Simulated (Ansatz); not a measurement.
AgW:
```
CELL_PARAMETERS angstrom
      3.17622     0.00000     0.00000
      0.00000     3.17622     0.00000
      0.00000     0.00000     3.17622
ATOMIC_POSITIONS crystal
  Ag 0.00000 0.00000 0.00000
  W  0.50000 0.50000 0.50000
```

Relaxed with PBEsol. Special points in fractions of this cell's reciprocal vectors: Γ (0.000, 0.000, 0.000); X (0.000, 0.500, 0.000); M (0.500, 0.500, 0.000); R (0.500, 0.500, 0.500).

### Question
List the band energies nearest the Fermi level at these points for plane-wave PAW PBEsol (Ansatz code).

### Answer
In eV from the Fermi level; about four levels below and three above (degenerate sets whole), none deeper than 8.9 eV; points with the same levels are listed once.

| k | below | above |
|---|---|---|
| Γ | -5.05 -5.05 -5.05 -0.80 -0.80 | 2.46 2.46 2.46 |
| X | -2.23 -2.13 -0.43 -0.43 | 1.74 3.60 13.36 |
| M | -5.90 -5.90 -4.01 -2.57 -0.21 | 0.03 0.03 2.02 2.02 |
| R | -3.97 -3.97 -3.28 -3.28 -3.28 | 3.40 3.40 4.97 |

Space group Pm-3m (CsCl type). The start of the workflow was typed in or built on a structure type; neither database checked (COD, Materials Project) lists it. Whether it is the stable phase at ambient conditions was not checked. Symmetry was held in the PBEsol relaxation. At this level the phase is mechanically unstable. No spin polarisation was allowed. Its formation energy is positive at this level, so the cell may be metastable or incomplete. Spin–orbit coupling is left out wherever it is not named.

Potentials: the earlier of the program's two PAW sets. The files were generated under PBE; for other functionals the program regenerates the frozen cores, and for LDA and PBEsol the local potential too.
